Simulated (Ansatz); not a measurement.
YbSi2Pd2 in space group I4/mmm (No. 139; Yb on 2a, Pd on 4d, Si on 4e), plane-wave PAW PBE (Ansatz code), all energies at zero smearing, with the estimated change up to a 700 eV cutoff added, with one set of potentials and settings (totals compare only within such a set). Cell of 5 atoms (1 Yb, 2 Pd, 2 Si): -29016.524 eV.

```
element             reference phase  E (eV/atom)
-------  --------------------------  -----------
Yb       Fm-3m, 1 atoms in the cell  -13795.0278
Pd       Fm-3m, 1 atoms in the cell   -6972.8544
Si       Fd-3m, 2 atoms in the cell    -635.8096
```

Formation energy per atom, worked out: (-29016.524 − 1×(-13795.0278) − 2×(-6972.8544) − 2×(-635.8096))/5 = -0.834 eV/atom (-80 kJ per mol of atoms), at 0 K, without zero-point energy or fitted corrections.

The workflow started from an entry of the Crystallography Open Database (COD). Its standing as an ambient phase is unchecked. The cell was relaxed with PBE under the symmetry of its start; its stability against distortions is not shown here. The workflow began spin-polarised and lost its moments. The 4f shell is in the valence. No Hubbard U is applied. The references are the lowest solids computed at this level, not always the standard phases. Scalar-relativistic: spin–orbit coupling is off unless named, which matters more the heavier the elements.

Potentials: the later of the program's two PAW sets.
